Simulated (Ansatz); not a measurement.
A relaxed structure of ZnO. Computed with PBEsol (plane waves to 420 eV, PAW, scalar-relativistic; Ansatz, a quantum-chemistry and plane-wave program).

```
CELL_PARAMETERS angstrom
      3.41006     0.00000     0.00000
     -1.70503     2.95320     0.00000
      0.00000     0.00000     4.48837
ATOMIC_POSITIONS crystal
  O  0.33333 0.66667 0.25000
  O  0.66667 0.33333 0.75000
  Zn 0.66667 0.33333 0.25000
  Zn 0.33333 0.66667 0.75000
```

Q: Find the space group and the Wyckoff positions (tolerance 0.01 Å).

A: Space group P6₃/mmc (No. 194); a = b = 3.410 Å, c = 4.488 Å, α = β = 90.00°, γ = 120.00°

```json
[
 {"atom": "O", "site": "2c", "symmetry": "-6m2", "x": "0.3333", "y": "0.6667", "z": "0.2500"},
 {"atom": "Zn", "site": "2d", "symmetry": "-6m2", "x": "0.6667", "y": "0.3333", "z": "0.2500"}
]
```

Q: Give the shortest distances between elements (the closest pairs, up to four, under 3.6 Å).

A: O–Zn 1.97 Å; O–O 2.99 Å; Zn–Zn 2.99 Å.

```json
{
 "volume_per_atom": "11.30 Å³",
 "band_gap": "0.94 eV, indirect (valence top at H, conduction bottom at Γ) (no spin-orbit coupling)",
 "smallest_direct_gap": "0.97 eV at Γ"
}
```

No spin polarisation in the result.

The run could not lose the symmetry of its start.

It was reached from a disturbed copy of a P6₃/mmc (No. 194) cell, against which it lies -0.208 eV/atom.

The first start was generated by placing the elements on the sites of a structure type. Materials Project lists a structure of ZnO in the same space group, P6₃/mmc (No. 194); the sites were not compared with it, nor with measured phases. Known forms of ZnO include space group No. 186.
